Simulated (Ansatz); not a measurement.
A geometry of AlCu away from equilibrium: step 3 of the relaxation of a relaxed AlCu cell displaced along its unstable phonon at q = (½, 0, 0) of its primitive reciprocal cell (67i cm⁻¹), largest move 0.15 Å. Method: PBE (plane waves to 420 eV, PAW, scalar-relativistic; Ansatz, a program for electronic structure). Γ-centred k-mesh 5×10×10 on the run's cell (coarser than for final values), Fermi–Dirac smearing 0.05 eV. The plane waves were selected for a different cell earlier on the path.

```xyz
4
Lattice="0.1150 5.4446 5.5348 2.7439 0.0105 2.8143 2.7502 2.7755 0.0043" Properties=species:S:1:pos:R:3 pbc="T T T"
Al     4.2833     3.9211     4.4964
Al     4.1199     7.0486     6.6394
Cu    -0.1165     0.2035    -0.2929
Cu     2.9058     5.3096     3.0751
```

**Question.** What forces act on the atoms (eV/Å)?

**Answer.** 
| atom | Fx | Fy | Fz |
|---|---|---|---|
| Al1 | 0.18 | -0.24 | 0.10 |
| Al2 | 0.02 | 0.05 | -0.29 |
| Cu3 | -0.19 | 0.23 | -0.02 |
| Cu4 | -0.01 | -0.04 | 0.22 |

The path ends in Pmmm (No. 47). No spin polarisation in the result.

The end of the path is a generated cell of AlCu: the first start was made by placing the elements on the sites of a structure type, and the end was not matched to a known phase here, so it may be hypothetical.
